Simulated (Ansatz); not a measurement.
Y (hcp, Mg type)

```cif
data_Y2
_chemical_formula_sum 'Y2'
_space_group_name_H-M_alt 'P 1'
_space_group_IT_number 1
_cell_length_a 3.68262
_cell_length_b 3.68262
_cell_length_c 5.69845
_cell_angle_alpha 90.000
_cell_angle_beta 90.000
_cell_angle_gamma 120.000
loop_
_space_group_symop_operation_xyz
  'x, y, z'
loop_
_atom_site_label
_atom_site_type_symbol
_atom_site_fract_x
_atom_site_fract_y
_atom_site_fract_z
_atom_site_occupancy
Y1 Y 0.33333 0.66667 0.75000 1
Y2 Y 0.66667 0.33333 0.25000 1
```

E(V) scan at fixed shape, V₀ the volume above. Symmetry pins the atoms to their sites.

Method: r2SCAN (plane waves to 500 eV, PAW, scalar-relativistic; Ansatz, a first-principles code). k mesh 15×15×8 (Γ-centred), Fermi-Dirac smearing 0.05 eV. Energies are smeared free energies. Stress and pressure are positive under compression. The PAW data are Ansatz's earlier set. Y is run without spin polarisation. Y was relaxed with its symmetry unable to fall. ΔE is measured from the relaxed starting cell.

```
V/V₀   ΔE (meV/atom)  P (GPa)
-----  -------------  -------
0.840              …      9.1
0.880             72      6.3
0.920             30      3.8
0.960              7      1.8
1.000              0      0.0
1.040              6     -1.5
1.080              …     -2.8
1.120             52     -3.8
1.160             88     -4.7
```

Q: Fill in the missing entries.

A: 
- 0.840, ΔE (meV/atom): 136
- 1.080, ΔE (meV/atom): 24

(A scan under strain: stresses follow from slopes of the energy per volume, elastic moduli from its curvatures.)
